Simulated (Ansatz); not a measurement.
AlCuCl$_{4}$:
```xyz
12
Lattice="5.4310 0.0000 0.0000 0.0000 5.4310 0.0000 0.0000 0.0000 10.0198" Properties=species:S:1:pos:R:3 pbc="T T T"
Al     0.0000     2.7155     2.5049
Al     2.7155     0.0000     7.5148
Cu     0.0000     0.0000     0.0000
Cu     0.0000     0.0000     5.0099
Cl     1.4718     1.2648     8.7389
Cl     1.2648     3.9591     1.2809
Cl     3.9591     4.1662     8.7389
Cl     4.1662     1.4718     1.2809
Cl     1.4718     4.1662     6.2908
Cl     1.2648     1.4718     3.7290
Cl     3.9591     1.2648     6.2908
Cl     4.1662     3.9591     3.7290
```

Relaxed with r²SCAN.

Q: Give the Bader charges and basin volumes of the independent atoms, r²SCAN (plane waves, PAW; program Ansatz).

A: 

```csv
atom,Bader charge (e),Bader volume (Å³)
Al1,+2.45,4.6
Cu3,+0.66,15.1
Cl5,-0.78,32.0
```

Space group P-42c. The first step of the workflow began from a Materials Project structure, measured or hypothetical; the Crystallography Open Database copy checked does not list it. COD files the formula under space group No. 33. Its standing as an ambient phase is unchecked. Symmetry was held in the r²SCAN relaxation; its stability against distortions is not shown here. No spin polarisation was allowed.

Potentials: the later of the program's two PAW sets.
